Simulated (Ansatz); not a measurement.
N:
```yaml
crystal:
  lattice:
    - [5.66738, 0.00000, 0.00000]
    - [0.00000, 5.66738, 0.00000]
    - [0.00000, 0.00000, 5.66738]
  atoms:
    - { symbol: N, position: [0.05611, 0.05611, 0.05611] }
    - { symbol: N, position: [0.44389, 0.94389, 0.55611] }
    - { symbol: N, position: [0.55611, 0.44389, 0.94389] }
    - { symbol: N, position: [0.94389, 0.55611, 0.44389] }
    - { symbol: N, position: [0.94389, 0.94389, 0.94389] }
    - { symbol: N, position: [0.55611, 0.05611, 0.44389] }
    - { symbol: N, position: [0.44389, 0.55611, 0.05611] }
    - { symbol: N, position: [0.05611, 0.44389, 0.55611] }
```

Relaxed with PBE+D3(BJ).

Task: Which orbitals make up the states near the band edges in PBE+D3(BJ) (plane waves, PAW; program Ansatz)?

Result: Top 1 eV of the valence band: N 2p 65 %, N 2s 31 %. Bottom 1 eV of the conduction band: N 2p 97 %. Projections are on Löwdin-orthogonalised atomic valence shells; empty p or d shells of many metals are not among them.

Task: Tabulate the density of states.

Result: States/eV per cell of 8 atoms, in 0.25 eV bins, energy from the valence-band maximum.

| E (eV) | total | N 2p | N 2s |
|---|---|---|---|
| -3.70 | 0.00 | 0.00 | 0.00 |
| -3.45 | 32.00 | 13.72 | 18.25 |
| -3.20 | 0.00 | 0.00 | 0.00 |
| -2.95 | 0.00 | 0.00 | 0.00 |
| -2.70 | 0.00 | 0.00 | 0.00 |
| -2.45 | 0.00 | 0.00 | 0.00 |
| -2.20 | 0.00 | 0.00 | 0.00 |
| -1.95 | 0.00 | 0.00 | 0.00 |
| -1.70 | 28.80 | 27.84 | 0.36 |
| -1.45 | 35.19 | 34.59 | 0.14 |
| -1.20 | 0.00 | 0.00 | 0.00 |
| -0.95 | 0.00 | 0.00 | 0.00 |
| -0.70 | 0.75 | 0.50 | 0.22 |
| -0.45 | 3.51 | 2.33 | 1.04 |
| -0.20 | 17.40 | 11.35 | 5.41 |
| 0.05 | 10.33 | 6.72 | 3.28 |
| 0.30 | 0.00 | 0.00 | 0.00 |
| 0.55 | 0.00 | 0.00 | 0.00 |
| 0.80 | 0.00 | 0.00 | 0.00 |
| 1.05 | 0.00 | 0.00 | 0.00 |
| 1.30 | 0.00 | 0.00 | 0.00 |
| 1.55 | 0.00 | 0.00 | 0.00 |
| 1.80 | 0.00 | 0.00 | 0.00 |
| 2.05 | 0.00 | 0.00 | 0.00 |
| 2.30 | 0.00 | 0.00 | 0.00 |
| 2.55 | 0.00 | 0.00 | 0.00 |
| 2.80 | 0.00 | 0.00 | 0.00 |
| 3.05 | 0.00 | 0.00 | 0.00 |
| 3.30 | 0.00 | 0.00 | 0.00 |
| 3.55 | 0.00 | 0.00 | 0.00 |
| 3.80 | 0.00 | 0.00 | 0.00 |
| 4.05 | 0.00 | 0.00 | 0.00 |
| 4.30 | 0.00 | 0.00 | 0.00 |
| 4.55 | 0.00 | 0.00 | 0.00 |
| 4.80 | 0.00 | 0.00 | 0.00 |
| 5.05 | 0.00 | 0.00 | 0.00 |
| 5.30 | 0.00 | 0.00 | 0.00 |
| 5.55 | 0.00 | 0.00 | 0.00 |
| 5.80 | 0.00 | 0.00 | 0.00 |
| 6.05 | 0.00 | 0.00 | 0.00 |
| 6.30 | 0.00 | 0.00 | 0.00 |
| 6.55 | 0.00 | 0.00 | 0.00 |
| 6.80 | 0.00 | 0.00 | 0.00 |
| 7.05 | 0.00 | 0.00 | 0.00 |
| 7.30 | 0.01 | 0.00 | 0.00 |
| 7.55 | 5.59 | 5.28 | 0.00 |
| 7.80 | 12.30 | 11.73 | 0.01 |
| 8.05 | 22.18 | 21.54 | 0.01 |
| 8.30 | 22.40 | 21.93 | 0.01 |
| 8.55 | 1.53 | 1.51 | 0.00 |
| 8.80 | 0.00 | 0.00 | 0.00 |
| 9.05 | 0.00 | 0.00 | 0.00 |
| 9.30 | 0.00 | 0.00 | 0.00 |
| 9.55 | 0.00 | 0.00 | 0.00 |
| 9.80 | 0.00 | 0.00 | 0.00 |
| 10.05 | 0.00 | 0.00 | 0.00 |
| 10.30 | 0.00 | 0.00 | 0.00 |
| 10.55 | 0.00 | 0.00 | 0.00 |
| 10.80 | 0.00 | 0.00 | 0.00 |
| 11.05 | 0.06 | 0.00 | 0.00 |
| 11.30 | 1.37 | 0.08 | 0.02 |
| 11.55 | 1.94 | 0.16 | 0.05 |
| 11.80 | 2.32 | 0.21 | 0.08 |

Space group Pa-3 (α-N2). The cell was relaxed with PBE+D3(BJ) under the symmetry of its start. The substance is a gas or liquid at ambient conditions; this is its low-temperature solid.

Potentials: the later of the program's two PAW sets.
